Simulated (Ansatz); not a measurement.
A geometry of Ru away from equilibrium: step 2 of the relaxation of a relaxed Ru cell, doubled along one cell vector, shaken by Gaussian noise of σ = 0.08 Å a coordinate. Method: PBE (plane waves to 420 eV, PAW, scalar-relativistic; Ansatz, a quantum-chemistry and plane-wave program). Γ-centred k-mesh 5×10×5 on the run's cell (coarser than for final values), Fermi–Dirac smearing 0.05 eV.

```yaml
crystal:
  lattice:
    - [7.51131, 0.02384, 0.07082]
    - [-1.86750, 3.24283, -0.00914]
    - [0.06416, 0.01793, 6.67765]
  atoms:
    - { symbol: Ru, position: [0.15890, 0.64824, 0.06629] }
    - { symbol: Ru, position: [0.66368, 0.64768, 0.07331] }
    - { symbol: Ru, position: [0.33761, 0.34242, 0.56809] }
    - { symbol: Ru, position: [0.83824, 0.34298, 0.57175] }
    - { symbol: Ru, position: [0.33964, 0.33845, 0.92563] }
    - { symbol: Ru, position: [0.84113, 0.32344, 0.93117] }
    - { symbol: Ru, position: [0.16926, 0.67706, 0.43425] }
    - { symbol: Ru, position: [0.66946, 0.67187, 0.43880] }
```

**Question.** What forces act on the atoms (eV/Å)?

**Answer.** 
| atom | Fx | Fy | Fz |
|---|---|---|---|
| Ru1 | 0.73 | 0.82 | -0.10 |
| Ru2 | 0.14 | 0.03 | -0.48 |
| Ru3 | -0.43 | -0.03 | -0.22 |
| Ru4 | -0.10 | -0.08 | -0.26 |
| Ru5 | 0.00 | -0.47 | 0.92 |
| Ru6 | -0.83 | -0.52 | 0.50 |
| Ru7 | 0.22 | -0.05 | -0.18 |
| Ru8 | 0.27 | 0.30 | -0.19 |

**Question.** What is the pressure?

**Answer.** -1.1 GPa, compression positive.

**Question.** How far above the relaxed end point is this geometry?

**Answer.** about 1.2 eV/atom; the path ends in P6₃/mmc (No. 194) (hcp (Mg type)).

No spin polarisation in the result.

Of the parent cell (P6₃/mmc (No. 194)): it is a generated cell of Ru: the first start was made by placing the elements on the sites of a structure type, and the end was not matched to a known phase here, so it may be hypothetical. A known form of Ru has the same space group but another cell.
